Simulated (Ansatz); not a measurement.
## Relaxing a structure of Bi$_{2}$Te$_{3}$

The start is a generated trial cell of Bi2Te3 in the stibnite structure type. The structure is fully relaxed (lattice and positions, P = 0) with PBEsol (plane waves to 420 eV, PAW, scalar-relativistic; Ansatz, a program for electronic structure). The first steps use a coarse 2×4×2 k-mesh.

Input geometry:
```
CELL_PARAMETERS angstrom
     13.30785     0.00000     0.00000
      0.00000     4.51726     0.00000
      0.00000     0.00000    13.24062
ATOMIC_POSITIONS crystal
  Bi 0.97063 0.25000 0.17398
  Bi 0.47063 0.25000 0.32602
  Bi 0.02937 0.75000 0.82602
  Bi 0.52937 0.75000 0.67398
  Bi 0.64939 0.25000 0.96397
  Bi 0.14939 0.25000 0.53603
  Bi 0.35061 0.75000 0.03603
  Bi 0.85061 0.75000 0.46397
  Te 0.29220 0.25000 0.19181
  Te 0.79220 0.25000 0.30819
  Te 0.70780 0.75000 0.80819
  Te 0.20780 0.75000 0.69181
  Te 0.45040 0.25000 0.87700
  Te 0.95040 0.25000 0.62300
  Te 0.54960 0.75000 0.12300
  Te 0.04960 0.75000 0.37700
  Te 0.62460 0.25000 0.56110
  Te 0.12460 0.25000 0.93890
  Te 0.37540 0.75000 0.43890
  Te 0.87540 0.75000 0.06110
```

Task: What pressure does the first self-consistent step give?

Result: -2.9 GPa (negative: the cell is under tension).

Task: Which atoms feel the largest initial force, and how large is it?

Result: 0.36 eV/Å, on Te9, Te10, Te11, Te12 (atoms numbered as listed).

Task: How much energy is released per atom?

Result: 0.09 eV/atom.

Task: What band gap does the relaxed structure have at this level?

Result: 0.44 eV, direct at k = (0, 0.1667, 0) (no spin-orbit coupling).

The space group stays Pnma (No. 62) (the run could not lower it); the end is AFLOW prototype A3B2_oP20_62_3c_2c (D5_8, as in Sb2S3), with 20 atoms in the primitive cell. Final values are on a 2×6×3 k-mesh of the relaxed cell. No spin polarisation in the result. Spin-orbit coupling is missing; with elements this heavy it can move band edges by tenths of an eV or more.

The run could not lose the symmetry of its start, so the end can be a saddle point.

The relaxed structure here is a generated cell of Bi2Te3: the first start was made by placing the elements on the sites of a structure type, and the end was not matched to a known phase here, so it may be hypothetical. Known forms of Bi2Te3 include space group No. 166.
